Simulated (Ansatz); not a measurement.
Hf (hcp type) under strong compression

```yaml
crystal:
  lattice:
    - [3.15889, 0.00000, 0.00000]
    - [-1.57944, 2.73567, 0.00000]
    - [0.00000, 0.00000, 5.00112]
  atoms:
    - { symbol: Hf, position: [0.33333, 0.66667, 0.25000] }
    - { symbol: Hf, position: [0.66667, 0.33333, 0.75000] }
```

The cell comes from a relaxation on PAW files under the same functional.

Its volume is scaled, and at each volume shape and atoms are relaxed on PAW files; all methods then take that cell.

Level of theory: DFT with PBEsol, scalar-relativistic, in Ansatz 0.2.0; a Γ-centred 14×14×8 k mesh, Fermi–Dirac smearing of 0.08 eV, no spin polarisation. LAPW: all electrons, basis error target 1 meV/atom; PAW: frozen-core files, cutoff 420 eV; crystal datasets: all electrons, by PAW datasets that the program makes for each cell; norm-conserving: pseudopotentials, cutoff 789 eV; PAW (cutoff 600 eV): frozen-core files, cutoff 600 eV.

Energies are extrapolated to zero smearing and count from the unscaled cell; pressure is positive in compression; gaps take the mesh and a band path. No temperature or zero-point motion is included.

Spin–orbit coupling is left out, which matters for the heavy atoms. The PAW files were made under PBE.

```tsv
V/V0	V (Å³/atom)	P LAPW (GPa)	ΔE LAPW (eV/atom)	P PAW − LAPW (GPa)	ΔE PAW − LAPW (meV/atom)	space group	shortest distance (Å)
1.00	21.61	0.03	0.000	-0.03	0.0	P6_3/mmc	3.095
0.94	20.31	7.84	0.030	-0.04	-0.3	P6_3/mmc	3.035
0.88	19.02	18.01	0.133	-0.06	-0.7	P6_3/mmc	2.974
0.80	17.29	36.6	0.422	-0.08	-1.4	P6_3/mmc	2.892
0.72	15.56	?	?	?	?	?	?
0.64	13.83	105.5	1.846	-0.17	-3.6	P6_3/mmc	2.664
0.55	11.88	185.3	3.560	-0.36	-6.6	P6_3/mmc	2.506
0.45	9.72	369.8	7.129	-0.89	-14.5	P6_3/mmc	2.345
```

(1) Fit the Vinet equation to the LAPW pressures shown (residuals weighted by 1/(|P| + 0.03·Pmax)), and predict the pressure of the withheld row.

(2) From the table, what is the rise of the enthalpy H = E + pV up to the last row, and how stiff is the crystal between the last two rows?

(3) At the smallest volume, how far do crystal datasets and norm-conserving and PAW (cutoff 600 eV) lie from LAPW in pressure?

(4) How do the Löwdin populations by LAPW change from the unscaled cell to the last row?

Results:

(1) The fit gives V0 = 21.65 Å³/atom, B0 = 104 GPa and B0′ = 3.98. At 15.56 Å³/atom, x = (V/V0)^(1/3) = 0.8957, and P = 3·B0·(1 − x)/x²·exp[1.5·(B0′ − 1)·(1 − x)] = 64.9 GPa. The run itself gave 63.6 GPa (+2.0 % off) and ΔE = 0.951 eV/atom.

(2) ΔH = 7.129 eV + (369.8 GPa × 9.72 Å³ − 0.03 GPa × 21.61 Å³) × 0.006242 eV/(GPa·Å³) = 29.57 eV/atom, of which pV makes 76 %. The mean bulk modulus there is −ΔP/Δln V = 919 GPa.

(3) crystal datasets: 0.00 GPa; norm-conserving: -9.34 GPa; PAW (cutoff 600 eV): -1.35 GPa, on a LAPW pressure of 369.8 GPa.

(4) Hf 5s 1.95 → 1.84, Hf 6s 0.83 → 0.43, Hf 5p 5.98 → 5.76, Hf 5d 3.18 → 4.00, Hf 4f 14.00 → 13.96 electrons an atom. These are projections on the shells that the free atoms fill; 0.13 e a cell lies outside them at the start and 0.06 e at the end.
